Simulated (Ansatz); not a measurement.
V (bcc (W type), Im-3m) under volume change, PBE+D3(BJ) in the plane-wave PAW code Ansatz, scaled uniformly.

```tsv
V (Å³/atom)	E − E(relaxed) (meV/atom)	P (GPa)
11.683	74.8	22.34
12.068	[?]	[?]
12.454	7.5	6.41
12.839	0.0	0.00
13.224	[?]	[?]
13.609	26.0	-10.33
13.994	56.0	-14.47
```

**Question.** Complete the blanks.

**Answer.** 
- 13.224, E − E(relaxed) (meV/atom): 6.8
- 13.224, P (GPa): -5.54
- 12.068, E − E(relaxed) (meV/atom): 31.6
- 12.068, P (GPa): 13.81

**Question.** What does a third-order Birch–Murnaghan fit give for V₀, B₀ and B′?

**Answer.** V₀ = 12.84 Å³/atom, B₀ = 198 GPa, B′ = 3.8.

The PBE+D3(BJ) relaxation kept the symmetry of its start. The workflow began spin-polarised and lost its moments. The pairwise dispersion correction was not fitted to metals.

Potentials: the later of the program's two PAW sets.
